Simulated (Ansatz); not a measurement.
An Ansatz (an electronic-structure program) run. Input:

Ansatz 0.2 input:
```yaml
crystal:
  lattice:
    - [5.7279166489, 0.0, 0.0]
    - [0.0, 3.5924184259, 0.0]
    - [0.0, 0.0, 6.2741613467]
  atoms:
    - { symbol: Ge, position: [0.8151981354, 0.75, 0.5791978207] }
    - { symbol: Ge, position: [0.1848018646, 0.25, 0.4208021793] }
    - { symbol: Ge, position: [0.6848018646, 0.25, 0.0791978207] }
    - { symbol: Ge, position: [0.3151981354, 0.75, 0.9208021793] }
    - { symbol: Pd, position: [0.9966424205, 0.75, 0.1909528556] }
    - { symbol: Pd, position: [0.0033575795, 0.25, 0.8090471444] }
    - { symbol: Pd, position: [0.5033575795, 0.25, 0.6909528556] }
    - { symbol: Pd, position: [0.4966424205, 0.75, 0.3090471444] }
kpoints:
  mp_grid: { grid: [5, 8, 5] }
  band_path:
    path:
      - [[0.0, 0.0, 0.0], [0.5, 0.0, 0.0], [0.5, 0.5, 0.0], [0.0, 0.5, 0.0], [0.0, 0.0, 0.0], [0.0, 0.0, 0.5], [0.5, 0.0, 0.5], [0.5, 0.5, 0.5], [0.0, 0.5, 0.5], [0.0, 0.0, 0.5]]  # Γ-X-S-Y-Γ-Z-U-R-T-Z
      - [[0.5, 0.0, 0.0], [0.5, 0.0, 0.5]]  # X-U
      - [[0.0, 0.5, 0.0], [0.0, 0.5, 0.5]]  # Y-T
      - [[0.5, 0.5, 0.0], [0.5, 0.5, 0.5]]  # S-R
    npoints: 6
hamiltonian:
  xc: r2scan
  pseudopotentials: { kind: paw }
magnetization: { noncollinear: true, spin_orbit: true }
scf:
  n_extra_bands: 16
  convergence: { dr2_threshold: 0.0000000001 }
  occupations: { method: gaussian, width: 0.05 }
output: { eigenvalues: true }
```

Output (shortened):

```
Pseudopotentials: kind: paw_fr
Pseudopotential: Ge, paw_fr, valence charge 14
Pseudopotential: Pd, paw_fr, valence charge 18
Functional definition: r2SCAN
non-collinear run that drives no moment, with spin-orbit …
Crystal: 8 atoms, lattice volume = 129.104 Å³
Basis set: ecut = 500 eV, 3291 PW (Γ), exchange–correlation on 180×108×192 points (64 copies of the dense FFT grid, shifted against one another)
Bands: 144, of which v1, the nominal top of the filled ones, is band 128 counted from 1 (127 counted from 0)
Symmetry: 8 space group operations + 8 with time reversal
k-points: 45 of 200
Projection manifold: j_resolved (fully-relativistic pseudo-atomic orbitals)
PAW frozen core: Ge, regenerated for the run's functional
PAW frozen core: Pd, regenerated for the run's functional
Initial density: superposition of atomic densities (chi_scale 0.1, normalization cell, long waves kept (reshape's long-wave potential 0.00 eV rms))
Initial wavefunctions: pseudopotential atomic-orbital guess
Eigensolver: davidson
Functional: x = r2scan, c = r2scan; τ floored in thin density (d = 2e-4 eV/Å³)
SCF iter   1: F=—  HF=-45128.732392 eV  |F-HF|=—  |Δ(HF+E_count)|=         —  Δρ=1.84e-1  dr2=6.21e1  dr2_τ=4.18e-1  dr2_m=0.00e0 (ungated)  ethr=3.10e-3  |M|=0.00e0 ∫|m|=0.00e0 μB  |m|>n=0.0e0 m-floor=0.0e0 τ_xc=0.0e0  β_m=0.30  ⟨swp⟩=5.8  Hψ=14305  notcnv=0  defer=24
all-band conjugate gradients solve this SCF's bands
preconditioner: auto → Resta (q_TF=auto, 2.724 Å⁻¹)
spin=Noncollinear: Resta preconditioning applied to the charge; magnetization (m_x, m_y, m_z) channels mix plain (no charge-response kernel on spin).
SCF iter   2: F=—  HF=-45117.846899 eV  |F-HF|=—  |Δ(HF+E_count)|=    1.09e1  Δρ=5.01e-2  dr2=3.91e0  dr2_τ=1.87e-1  dr2_m=0.00e0 (ungated)  ethr=3.10e-3  |M|=0.00e0 ∫|m|=0.00e0 μB  |m|>n=0.0e0 m-floor=0.0e0 τ_xc=0.0e0  β_m=0.34  ⟨swp⟩=3.0  Hψ=7058  notcnv=0  defer=396
SCF iter   3: F=—  HF=-45117.808877 eV  |F-HF|=—  |Δ(HF+E_count)|=   3.80e-2  Δρ=2.42e-2  dr2=3.89e-1  dr2_τ=5.38e-3  dr2_m=0.00e0 (ungated)  ethr=3.05e-3  |M|=0.00e0 ∫|m|=0.00e0 μB  |m|>n=0.0e0 m-floor=0.0e0 τ_xc=0.0e0  β_m=0.63  ⟨swp⟩=2.3  Hψ=4481  notcnv=0  defer=412
SCF iter   4: F=—  HF=-45117.923822 eV  |F-HF|=—  |Δ(HF+E_count)|=   1.15e-1  Δρ=8.14e-3  dr2=1.18e-1  dr2_τ=1.63e-3  dr2_m=0.00e0 (ungated)  ethr=3.04e-4  |M|=0.00e0 ∫|m|=0.00e0 μB  |m|>n=0.0e0 m-floor=0.0e0 τ_xc=0.0e0  β_m=0.60  ⟨swp⟩=2.5  Hψ=4488  notcnv=0  defer=412
SCF iter   5: F=—  HF=-45117.904632 eV  |F-HF|=—  |Δ(HF+E_count)|=   1.92e-2  Δρ=2.94e-3  dr2=1.79e-2  dr2_τ=1.47e-4  dr2_m=0.00e0 (ungated)  ethr=9.19e-5  |M|=0.00e0 ∫|m|=0.00e0 μB  |m|>n=0.0e0 m-floor=0.0e0 τ_xc=0.0e0  β_m=0.80  ⟨swp⟩=2.5  Hψ=5249  notcnv=0  defer=416
SCF iter   6: F=—  HF=-45117.902618 eV  |F-HF|=—  |Δ(HF+E_count)|=   2.01e-3  Δρ=1.12e-3  dr2=1.87e-3  dr2_τ=3.20e-5  dr2_m=0.00e0 (ungated)  ethr=1.40e-5  |M|=0.00e0 ∫|m|=0.00e0 μB  |m|>n=0.0e0 m-floor=0.0e0 τ_xc=0.0e0  β_m=0.86  ⟨swp⟩=2.1  Hψ=4402  notcnv=0  defer=406
SCF iter   7: F=—  HF=-45117.902462 eV  |F-HF|=—  |Δ(HF+E_count)|=   1.56e-4  Δρ=2.04e-4  dr2=5.67e-5  dr2_τ=4.47e-7  dr2_m=0.00e0 (ungated)  ethr=1.46e-6  |M|=0.00e0 ∫|m|=0.00e0 μB  |m|>n=0.0e0 m-floor=0.0e0 τ_xc=0.0e0  β_m=0.93  ⟨swp⟩=2.0  Hψ=4180  notcnv=0  defer=406
SCF iter   8: F=—  HF=-45117.902451 eV  |F-HF|=—  |Δ(HF+E_count)|=   1.07e-5  Δρ=2.94e-5  dr2=8.61e-7  dr2_τ=1.79e-8  dr2_m=0.00e0 (ungated)  ethr=4.43e-8  |M|=0.00e0 ∫|m|=0.00e0 μB  |m|>n=0.0e0 m-floor=0.0e0 τ_xc=0.0e0  β_m=0.97  ⟨swp⟩=2.0  Hψ=4298  notcnv=0  defer=406
SCF iter  12: F=-45117.902489 eV  HF=-45117.902489 eV  |F-HF|=0.00e0  |Δ(HF+E_count)|=  8.73e-11  Δρ=8.32e-8  dr2=6.29e-12  dr2_τ=1.02e-13  dr2_m=0.00e0 (ungated)  ethr=1.00e-12  |M|=0.00e0 ∫|m|=0.00e0 μB  |m|>n=0.0e0 m-floor=0.0e0 τ_xc=0.0e0  ⟨swp⟩=8.1  Hψ=10476  notcnv=0
SCF 1 converged in 12 iterations: F = -45117.902489 eV  dr2 = 6.29e-12
NSCF: frozen V_eff on 76 k-points
SCF converged after 12 iterations
Magnetization: |M| = 0.0000 μB,  M = (+0.0000, +0.0000, +0.0000) μB
Absolute magnetization: 0.0000 μB (∫|m|)
  site 0: m = (+0.0000, +0.0000, +0.0000) μB, |m| = 0.0000 μB  (R = 1.03 Å)
  site 1: m = (+0.0000, +0.0000, +0.0000) μB, |m| = 0.0000 μB  (R = 1.03 Å)
  site 2: m = (+0.0000, +0.0000, +0.0000) μB, |m| = 0.0000 μB  (R = 1.03 Å)
  site 3: m = (+0.0000, +0.0000, +0.0000) μB, |m| = 0.0000 μB  (R = 1.03 Å)
  site 4: m = (+0.0000, +0.0000, +0.0000) μB, |m| = 0.0000 μB  (R = 1.03 Å)
  site 5: m = (+0.0000, +0.0000, +0.0000) μB, |m| = 0.0000 μB  (R = 1.03 Å)
  site 6: m = (+0.0000, +0.0000, +0.0000) μB, |m| = 0.0000 μB  (R = 1.03 Å)
  site 7: m = (+0.0000, +0.0000, +0.0000) μB, |m| = 0.0000 μB  (R = 1.03 Å)
Free energy (F): -45117.902489 eV
Harris-Foulkes:  -45117.902489 eV  (|F-HF|=0.00e0)
Internal energy: -45117.898040 eV  (E = F + TS)
E sigma→0 (E₀):  -45117.900264 eV
Entropy (-TS):   -0.004449 eV (-0.556 meV/atom)
Fermi energy:    15.986630 eV
--- Per-component energies (eV) ---
  E_band       = -1207.729720
  E_kinetic    = 2506.681583
  E_local      = -16306.861919  (includes V_loc(G=0)·N_el)
  E_nonlocal   = 2540.219997
  E_hartree    = 6930.759830
  E_xc         = -921.045943
  E_vxc        = -1209.374914  (∫ρ·V_xc dr)
  E_paw        = -23179.530337  (= ΣΔE_a)
  E_vpaw       = -2685.389388  (= ΣTr[D̂ρ^β])
  E_aug_tail   = 0.000502  (compensation charges beyond the density's cutoff)
  E_vtau       = 85.474525  (kinetic-family band-sum trace: ∫τ·v_τ [+ j·A + Jᵃ·Aᵃ] dr)
  E_ewald      = -16682.029842
  E_core_change = -6.091912  (= ΣΔE_core)
  E_smearing   = -0.004449  (= −TS)
  E_closure    =  0.000000  (closes the sum)
  Σ components = -45117.902489   (vs F -45117.902489, Δ=0.00e0)
  [band-id]    e_kinetic+e_local+e_nonlocal+2·e_hartree+e_vxc+e_vpaw+e_augmentation_tail+e_vtau = -1207.729952   (vs E_band -1207.729720, Δ=-2.32e-4)
--- Band table (eV; the first three rows and the last of 45) ---
  k-point 0: bands = ["-71.7251", "-71.7251", "-71.7189", "-71.7189", "-71.7176", "-71.7176", "-71.7115", "-71.7115", "-39.6963", "-39.6963", "-39.6766", "-39.6766", "-39.6732", "-39.6732", "-39.6524", "-39.6524", "-35.3374", "-35.3374", "-35.3196", "-35.3196", "-35.3101", "-35.3101", "-35.2827", "-35.2827", "-35.2625", "-35.2625", "-35.2465", "-35.2465", "-35.2460", "-35.2460", "-35.2366", "-35.2366", "-9.9634", "-9.9634", "-9.9604", "-9.9604", "-9.9487", "-9.9487", "-9.9473", "-9.9473", "-9.9294", "-9.9294", "-9.9261", "-9.9261", "-9.9258", "-9.9258", "-9.9240", "-9.9240", "-9.3908", "-9.3908", "-9.3857", "-9.3857", "-9.3752", "-9.3752", "-9.3724", "-9.3724", "-9.3542", "-9.3542", "-9.3481", "-9.3481", "-9.3443", "-9.3443", "-9.3419", "-9.3419", "-9.3403", "-9.3403", "-9.3379", "-9.3379", "-9.3346", "-9.3346", "-9.3328", "-9.3328", "3.3421", "3.3421", "5.7132", "5.7132", "6.5178", "6.5178", "7.4016", "7.4016", "9.3989", "9.3989", "9.7098", "9.7098", "10.5788", "10.5788", "10.6822", "10.6822", "10.8538", "10.8538", "10.9194", "10.9194", "11.0820", "11.0820", "11.1863", "11.1863", "11.5124", "11.5124", "11.6826", "11.6826", "11.9275", "11.9275", "11.9758", "11.9758", "12.0602", "12.0602", "12.5733", "12.5733", "12.6960", "12.6960", "12.7287", "12.7287", "12.9135", "12.9135", "12.9838", "12.9838", "13.1135", "13.1135", "13.1539", "13.1539", "13.6898", "13.6898", "14.4514", "14.4514", "14.7095", "14.7095", "15.3996", "15.3996", "16.4774", "16.4774", "17.0249", "17.0249", "19.6635", "19.6635", "19.8486", "19.8486", "20.0394", "20.0394", "20.1434", "20.1434", "20.6917", "20.6917", "22.1915", "22.1915"]
  k-point 1: bands = ["-71.7247", "-71.7247", "-71.7205", "-71.7205", "-71.7161", "-71.7161", "-71.7119", "-71.7119", "-39.6953", "-39.6953", "-39.6817", "-39.6817", "-39.6680", "-39.6680", "-39.6536", "-39.6536", "-35.3363", "-35.3363", "-35.3232", "-35.3232", "-35.3058", "-35.3058", "-35.2852", "-35.2852", "-35.2608", "-35.2608", "-35.2493", "-35.2493", "-35.2436", "-35.2436", "-35.2372", "-35.2372", "-9.9630", "-9.9630", "-9.9606", "-9.9606", "-9.9486", "-9.9486", "-9.9474", "-9.9474", "-9.9297", "-9.9297", "-9.9277", "-9.9277", "-9.9246", "-9.9246", "-9.9235", "-9.9235", "-9.3902", "-9.3902", "-9.3860", "-9.3860", "-9.3749", "-9.3749", "-9.3726", "-9.3726", "-9.3540", "-9.3540", "-9.3490", "-9.3490", "-9.3439", "-9.3439", "-9.3415", "-9.3415", "-9.3397", "-9.3397", "-9.3379", "-9.3379", "-9.3352", "-9.3352", "-9.3333", "-9.3333", "3.4924", "3.4924", "5.3018", "5.3018", "6.7238", "6.7238", "7.3465", "7.3465", "9.1892", "9.1892", "10.3241", "10.3241", "10.5467", "10.5467", "10.7490", "10.7490", "10.8867", "10.8867", "10.9720", "10.9720", "11.0376", "11.0376", "11.0575", "11.0575", "11.5180", "11.5180", "11.6491", "11.6491", "11.6925", "11.6925", "11.9232", "11.9232", "12.1268", "12.1268", "12.4723", "12.4723", "12.6220", "12.6220", "12.6816", "12.6816", "12.8314", "12.8314", "12.8877", "12.8877", "13.0833", "13.0833", "13.2941", "13.2941", "14.0201", "14.0201", "14.1344", "14.1344", "14.7084", "14.7084", "15.8598", "15.8598", "16.9038", "16.9038", "17.0915", "17.0915", "18.9757", "18.9757", "19.5829", "19.5829", "19.9742", "19.9742", "20.1724", "20.1724", "20.5473", "20.5473", "22.0889", "22.0889"]
  k-point 2: bands = ["-71.7238", "-71.7238", "-71.7223", "-71.7223", "-71.7143", "-71.7143", "-71.7128", "-71.7128", "-39.6922", "-39.6922", "-39.6875", "-39.6875", "-39.6619", "-39.6619", "-39.6569", "-39.6569", "-35.3332", "-35.3332", "-35.3286", "-35.3286", "-35.2985", "-35.2985", "-35.2911", "-35.2911", "-35.2571", "-35.2571", "-35.2530", "-35.2530", "-35.2411", "-35.2411", "-35.2388", "-35.2388", "-9.9620", "-9.9620", "-9.9611", "-9.9611", "-9.9482", "-9.9482", "-9.9477", "-9.9477", "-9.9299", "-9.9299", "-9.9292", "-9.9292", "-9.9236", "-9.9236", "-9.9232", "-9.9232", "-9.3887", "-9.3887", "-9.3871", "-9.3871", "-9.3742", "-9.3742", "-9.3733", "-9.3733", "-9.3531", "-9.3531", "-9.3511", "-9.3511", "-9.3429", "-9.3429", "-9.3418", "-9.3418", "-9.3377", "-9.3377", "-9.3372", "-9.3372", "-9.3364", "-9.3364", "-9.3348", "-9.3348", "3.9260", "3.9260", "4.5796", "4.5796", "6.9904", "6.9904", "7.2000", "7.2000", "9.4298", "9.4298", "10.0888", "10.0888", "10.7275", "10.7275", "10.7849", "10.7849", "10.9221", "10.9221", "10.9618", "10.9618", "11.0505", "11.0505", "11.0998", "11.0998", "11.5521", "11.5521", "11.6915", "11.6915", "11.7225", "11.7225", "11.8218", "11.8218", "12.1135", "12.1135", "12.3644", "12.3644", "12.4475", "12.4475", "12.5649", "12.5649", "12.7732", "12.7732", "12.9465", "12.9465", "13.0084", "13.0084", "13.3902", "13.3902", "13.9142", "13.9142", "14.2145", "14.2145", "15.1089", "15.1089", "16.2204", "16.2204", "16.8461", "16.8461", "17.8332", "17.8332", "17.9640", "17.9640", "18.8872", "18.8872", "19.9006", "19.9006", "20.3969", "20.3969", "21.2252", "21.2252", "21.7686", "21.7686"]
  k-point 44: bands = ["-71.7191", "-71.7191", "-71.7191", "-71.7191", "-71.7168", "-71.7168", "-71.7168", "-71.7168", "-39.6804", "-39.6804", "-39.6804", "-39.6804", "-39.6731", "-39.6731", "-39.6731", "-39.6731", "-35.3148", "-35.3148", "-35.3147", "-35.3147", "-35.2978", "-35.2978", "-35.2976", "-35.2976", "-35.2682", "-35.2682", "-35.2681", "-35.2681", "-35.2538", "-35.2538", "-35.2537", "-35.2537", "-9.9541", "-9.9541", "-9.9539", "-9.9539", "-9.9514", "-9.9514", "-9.9512", "-9.9512", "-9.9255", "-9.9255", "-9.9255", "-9.9255", "-9.9225", "-9.9225", "-9.9225", "-9.9225", "-9.3781", "-9.3781", "-9.3780", "-9.3780", "-9.3767", "-9.3767", "-9.3765", "-9.3765", "-9.3496", "-9.3496", "-9.3493", "-9.3493", "-9.3484", "-9.3484", "-9.3479", "-9.3479", "-9.3328", "-9.3328", "-9.3321", "-9.3321", "-9.3306", "-9.3306", "-9.3303", "-9.3303", "6.3273", "6.3273", "6.3282", "6.3282", "6.4625", "6.4625", "6.4636", "6.4636", "9.6129", "9.6129", "9.6142", "9.6142", "10.1144", "10.1144", "10.1229", "10.1229", "10.9878", "10.9878", "11.0211", "11.0211", "11.1963", "11.1963", "11.1999", "11.1999", "11.6436", "11.6436", "11.6558", "11.6558", "11.8672", "11.8672", "11.9033", "11.9033", "12.4170", "12.4170", "12.4319", "12.4319", "12.7238", "12.7238", "12.7305", "12.7305", "13.0117", "13.0117", "13.0419", "13.0419", "13.1823", "13.1823", "13.1878", "13.1878", "13.5260", "13.5260", "13.5503", "13.5503", "13.6023", "13.6023", "13.6146", "13.6146", "17.5663", "17.5663", "17.6168", "17.6168", "18.4272", "18.4272", "18.4291", "18.4291", "19.1345", "19.1345", "19.1529", "19.1529", "20.0805", "20.0805", "20.1116", "20.1116"]
  band table: 144 of 144 bands, residual norms ≤ 1.0e-3 eV
```

Cost: roughly 16 core-minutes on shared cores.

Space group Pnma. The first step of the workflow began from a Materials Project structure, measured or hypothetical; the Crystallography Open Database files this formula in space group No. 62, but the cells were not matched. Its standing as an ambient phase is unchecked. The r²SCAN relaxation kept the symmetry of its start; whether a distortion lowers the energy is not shown. The run is not spin-polarised.

Potentials: the later of the program's two PAW sets.

Ansatz is a plane-wave DFT program.
